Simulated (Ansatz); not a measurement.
The calculation used DFT PBE, scalar-relativistic, plane waves, PAW in Ansatz 0.2.0. All cells share a 420 eV cutoff and Γ-centred k meshes spaced at most about 0.3 Å⁻¹ (about 0.25 or finer for metals, 2π included). Collinear spin in cells that started with moments and kept them past the coarse steps, no spin elsewhere.

Temperature and zero-point effects are left out. All come from trial cells, and lower structures may exist.

Task: Order these relaxed structures of VFeC4N4 by energy, lowest first, with the energy over the lowest of them.
1.

```
V Fe C N
1.0
     7.10058    0.00000    0.00000
     0.00000    7.10058    0.00000
     0.00000    0.00000    3.62245
V Fe C N
1 1 4 4
Direct
  0.50000 0.50000 0.00000
  0.00000 0.00000 0.00000
  0.18609 0.81391 0.00000
  0.81391 0.18609 0.00000
  0.18609 0.18609 0.00000
  0.81391 0.81391 0.00000
  0.30364 0.69636 0.00000
  0.69636 0.30364 0.00000
  0.30364 0.30364 0.00000
  0.69636 0.69636 0.00000
```

2.

```
V Fe C N
1.0
     5.89279    0.00000    0.00000
     0.00000    5.89279    0.00000
     0.00000    0.00000    5.89279
V Fe C N
1 1 4 4
Direct
  0.00000 0.00000 0.00000
  0.50000 0.50000 0.50000
  0.19744 0.19744 0.19744
  0.19744 0.80256 0.80256
  0.80256 0.19744 0.80256
  0.80256 0.80256 0.19744
  0.31293 0.31293 0.31293
  0.31293 0.68707 0.68707
  0.68707 0.31293 0.68707
  0.68707 0.68707 0.31293
```

Result: 1 (0 meV/atom), 2 (88 meV/atom). Forms: 1 P4/mmm, moments up to 1.6 μB; 2 P-43m, moments up to 2.7 μB. Even the lowest lies +0.29 eV/atom against the elements.

In such compounds of Fe and V a zero gap at this level may well be an artefact, since no Hubbard U is applied. Another magnetic order may lie lower. Cells relaxed within their symmetry can be saddle points. Some candidate types were left out of the draw beforehand, so a known form may be missing.
